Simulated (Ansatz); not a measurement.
## GaFe (P-6m2): spiral at q = 0

Level of theory: DFT, PBEsol, all-electron LAPW, scalar-relativistic in Ansatz.

Command: `ansatz run input.yaml --threads 2 --pin off --max-ram 5120MiB --backend cpu --events-out ev --progress --plain --runs-dir out`

```yaml
crystal:
  lattice:
    - [2.7481305258, 0.0, 0.0]
    - [-1.3740652629, 2.3799508482, 0.0]
    - [0.0, 0.0, 4.030782]
  atoms:
    - { symbol: Ga, position: [0.0, 0.0, 0.5] }
    - { symbol: Fe, position: [0.6666666667, 0.3333333333, 0.0], spin: 2.2, spin_axis: [1.0, 0.0, 0.0] }
magnetization:
  noncollinear: true
  spin_spiral: { q: [0.0, 0.0, 0.0] }
kpoints:
  mp_grid: { grid: [18, 18, 7] }
scf:
  occupations: { method: fermi_dirac, width: 0.03 }
  lower_state_search: "off"
hamiltonian:
  xc: pbesol
  pseudopotentials: { kind: all_electron, lapw: { basis_error: 0.001 } }
output:
  eigenvalues: false
```

Output:

```
settings of this run that can trade accuracy for cost: output.eigenvalues: false. Do not mix this run's numbers with those of runs without the same settings; the input reference describes each key
LAPW: plane waves up to 8.667 Å⁻¹, error target 1.0e-3 eV per atom; small_component_spin mean_spin; Fe in spheres of 1.280 Å, 16 of its electrons in bands, Dirac shells []; Ga in spheres of 1.285 Å, 21 of its electrons in bands, Dirac shells [] (how accurate: hamiltonian.pseudopotentials.lapw.basis_error, Limitations)
Engine: ansatz 0.2.0
Pseudopotentials: kind: all_electron
Pseudopotential: Ga, LAPW, valence charge 21, lapw/all_electron/scalar/gaussian/Ga, Koelling and Harmon's equation, gaussian nucleus
Pseudopotential: Fe, LAPW, valence charge 16, lapw/all_electron/scalar/gaussian/Fe, Koelling and Harmon's equation, gaussian nucleus
Functional definition: PBEsol
  exchange = pbesol_x
  correlation = pbesol_c
Crystal: 2 atoms, lattice volume = 26.363 Å³
Basis set: ecut = 286.1620416438565 eV, 299 PW (Γ), exchange–correlation at level 2
Bands: 46, of which v1, the nominal top of the filled ones, is band 37 counted from 1 (36 counted from 0)
Symmetry: 12 space group operations
k-points: 148 of 2268
Spin spiral: q = (0, 0, 0) of the reciprocal vectors; moments are told in the frame that turns with it, a site's in that at the site
Non-local potential: Ga, projectors of the file, none
Non-local potential: Fe, projectors of the file, none
Initial density: superposition of atomic densities (chi_scale 0.1, normalization cell)
Starting moments: Σ|m| = 2.2 μB on 1 of 2 sites
Initial wavefunctions: plane waves of lowest kinetic energy (no species holds an atomic orbital)
Functional: x = pbesol(κ = 0.804, μ = 0.12345679012345678), c = pbesol(β = 0.046)
iter 1 solved again at ethr=3.98e-3 eV; its pass at ethr=1.00e-1 eV (dr2=1.47e0 eV) is discarded
SCF iter   1: F=—  HF=-87463.167575 eV  |F-HF|=—  |Δ(HF+E_count)|=         —  Δρ=4.25e-2  dr2=1.47e0  dr2_m=1.45e-2  ethr=3.98e-3  |M|=1.84e0 ∫|m|=2.02e0 μB  β_m=0.30  ⟨swp⟩=2.0  Hψ=43747  notcnv=0
preconditioner: auto → none  [metal: Δε(μ)=0.021 eV  Ē_g=12.324 eV  σ=0.030 eV  W_gap=0.17  n_scr=8 (ndim 8)  ℏωp=33.1 eV  f_vac=0.000  D(μ)=1.73/eV (n_scr^D=22)]
SCF iter   2: F=—  HF=-87463.044420 eV  |F-HF|=—  |Δ(HF+E_count)|=   1.23e-1  Δρ=3.32e-2  dr2=4.92e-1  dr2_m=4.86e-3  ethr=3.98e-3  |M|=2.04e0 ∫|m|=2.24e0 μB  β_m=1.00  ⟨swp⟩=3.0  Hψ=21255  notcnv=0
SCF iter   3: F=—  HF=-87462.697748 eV  |F-HF|=—  |Δ(HF+E_count)|=   3.47e-1  Δρ=1.09e-2  dr2=7.09e-2  dr2_m=4.15e-4  ethr=1.33e-3  |M|=1.98e0 ∫|m|=2.24e0 μB  β_m=0.30  ⟨swp⟩=2.2  Hψ=20759  notcnv=0
iter 4 solved again at ethr=7.63e-6 eV; its pass at ethr=1.92e-4 eV (dr2=2.82e-3 eV) is discarded
SCF iter   4: F=—  HF=-87462.672493 eV  |F-HF|=—  |Δ(HF+E_count)|=         —  Δρ=3.97e-3  dr2=2.82e-3  dr2_m=2.53e-4  ethr=7.63e-6  |M|=2.01e0 ∫|m|=2.28e0 μB  β_m=1.00  ⟨swp⟩=2.0  Hψ=34664  notcnv=0
the basis was enlarged: its passes take 7.4 MiB over the memory plan, 2 of 2 planned eigensolver slots
SCF iter   5: F=—  HF=-87462.674447 eV  |F-HF|=—  |Δ(HF+E_count)|=   1.95e-3  Δρ=1.67e-3  dr2=9.66e-4  dr2_m=1.39e-4  ethr=7.63e-6  |M|=2.02e0 ∫|m|=2.31e0 μB  β_m=1.00  ⟨swp⟩=2.0  Hψ=19582  notcnv=0  defer=1
SCF iter   6: F=—  HF=-87462.674812 eV  |F-HF|=—  |Δ(HF+E_count)|=   3.64e-4  Δρ=6.61e-4  dr2=3.40e-5  dr2_m=2.64e-5  ethr=2.61e-6  |M|=2.03e0 ∫|m|=2.32e0 μB  β_m=1.00  ⟨swp⟩=2.8  Hψ=19687  notcnv=0
SCF iter   7: F=—  HF=-87462.674883 eV  |F-HF|=—  |Δ(HF+E_count)|=   7.15e-5  Δρ=3.07e-4  dr2=1.47e-5  dr2_m=5.69e-6  ethr=9.19e-8  |M|=2.03e0 ∫|m|=2.33e0 μB  β_m=0.30  ⟨swp⟩=3.0  Hψ=20258  notcnv=0
Mixer restart at iter 7: flushing history
spin-set hold released at iteration 7 (site moments contracting): the magnetisation degrees of freedom join the quasi-Newton model from the next iteration; the mixer history was flushed
SCF iter   8: F=—  HF=-87462.674888 eV  |F-HF|=—  |Δ(HF+E_count)|=   4.87e-6  Δρ=2.32e-4  dr2=1.57e-6  dr2_m=3.26e-6  ethr=3.98e-8  |M|=2.03e0 ∫|m|=2.33e0 μB  β_m=0.65  ⟨swp⟩=2.0  Hψ=19459  notcnv=0
SCF iter   9: F=—  HF=-87462.675048 eV  |F-HF|=—  |Δ(HF+E_count)|=   1.59e-4  Δρ=6.98e-4  dr2=3.08e-4  dr2_m=3.73e-6  ethr=4.23e-9  |M|=2.04e0 ∫|m|=2.33e0 μB  β_m=0.29  ⟨swp⟩=3.1  Hψ=22334  notcnv=0  recentre
SCF iter  10: F=—  HF=-87462.674899 eV  |F-HF|=—  |Δ(HF+E_count)|=   1.48e-4  Δρ=9.90e-5  dr2=2.92e-7  dr2_m=5.92e-7  ethr=4.23e-9  |M|=2.03e0 ∫|m|=2.33e0 μB  β_m=0.40  ⟨swp⟩=3.0  Hψ=22360  notcnv=0
SCF iter  11: F=—  HF=-87462.674901 eV  |F-HF|=—  |Δ(HF+E_count)|=   2.27e-6  Δρ=2.68e-5  dr2=1.06e-7  dr2_m=6.86e-9  ethr=7.89e-10  |M|=2.04e0 ∫|m|=2.33e0 μB  β_m=0.52  ⟨swp⟩=3.0  Hψ=20398  notcnv=0
SCF iter  12: F=-87462.674901 eV  HF=-87462.674901 eV  |F-HF|=2.46e-8  |Δ(HF+E_count)|=   2.77e-8  Δρ=6.89e-6  dr2=5.02e-9  dr2_m=1.14e-10  ethr=2.86e-10  |M|=2.04e0 ∫|m|=2.33e0 μB  ⟨swp⟩=2.0  Hψ=19459  notcnv=0
SCF 1 converged in 12 iterations: F = -87462.674901 eV  dr2 = 5.02e-9
SCF converged after 12 iterations
Magnetization: |M| = 2.0357 μB,  M = (+2.0357, -0.0000, +0.0000) μB
Absolute magnetization: 2.3304 μB (∫|m|)
  site 0: m = (-0.0786, -0.0000, +0.0000) μB, |m| = 0.0786 μB  (R = 1.28 Å)
  site 1: m = (+2.1756, -0.0000, +0.0000) μB, |m| = 2.1756 μB  (R = 1.28 Å)
Free energy (F): -87462.674901 eV
Harris-Foulkes:  -87462.674901 eV  (|F-HF|=2.46e-8)
Internal energy: -87462.670414 eV  (E = F + TS)
E sigma→0 (E₀):  -87462.672658 eV
Entropy (-TS):   -0.004487 eV (-2.244 meV/atom)
Fermi energy:    16.794602 eV
--- Per-component energies (eV) ---
  E_band       = -903.071021
  E_kinetic    = 88965.587227
  E_xc         = -3510.291183
  E_electrostatic = -172917.966458  (all electrons and nuclei)
  E_smearing   = -0.004487  (= −TS)
  E_closure    = 0.000000  (closes the sum)
  E_atoms      = -87449.405571  (free atoms, spherical and without spin; not in F)
  Σ components = -87462.674901   (vs F -87462.674901, Δ=0.00e0)
  Basis errors (estimates in eV, not in F): energy 2.9e-4 per atom: plane waves 2.3e-4 (1.2e-4 summed), levels above the bands 8.7e-76, relativity 1.5e-8, radial functions 5.7e-5, core shells 2.5e-9; eigenvalues (radial functions only) 1.6e-6; not estimated: angular momenta, meshes, grids; target (lapw.basis_error) 1.0e-3; muffin-tin radii Fe 1.280 Å, Ga 1.285 Å
settings of this run that can trade accuracy for cost: output.eigenvalues: false. Do not mix this run's numbers with those of runs without the same settings; the input reference describes each key
```

Site moments (μB): Ga1 -0.08, Fe2 2.18. Cell moment 2.04 μB in the turning frame.

The Ansatz runs typed with the search for lower states off end where their start leads. The magnetic state is the one that this cell and start allow. It needn't be the compound's measured order, which may need a larger cell or be absent.

It took 3.1 min on 2 threads of Arm Neoverse V2, with other jobs on the host, peak memory 1 GiB.
